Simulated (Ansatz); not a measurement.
TaCoAs in space group Pnma (No. 62; Ta on 4c, Co on 4c, As on 4c), PBE in the plane-wave PAW code Ansatz, all energies at zero smearing, with the estimated change up to a 700 eV cutoff added, with one set of potentials and settings (totals compare only within such a set). Cell of 12 atoms (4 Ta, 4 Co, 4 As): -79663.107 eV.

| element | reference phase | E (eV/atom) |
|---|---|---|
| Ta | Im-3m, 1 atoms in the cell | -9932.2522 |
| Co | P6_3/mmc, 2 atoms in the cell, spin-polarised | -5126.1559 |
| As | R-3m, 2 atoms in the cell | -4856.1377 |

Formation energy per atom, worked out: (-79663.107 − 4×(-9932.2522) − 4×(-5126.1559) − 4×(-4856.1377))/12 = -0.410 eV/atom (-40 kJ per mol of atoms), at 0 K, without zero-point energy or fitted corrections.

The first step of the workflow began from a Materials Project structure, measured or hypothetical; the Crystallography Open Database copy checked does not list it. Whether it is the stable phase at ambient conditions was not checked. Symmetry was held in the PBE relaxation; its stability against distortions is not shown here. The workflow began spin-polarised and lost its moments. The references are the lowest solids computed at this level, not always the standard phases. Spin–orbit coupling is left out wherever it is not named.

Potentials: the later of the program's two PAW sets.
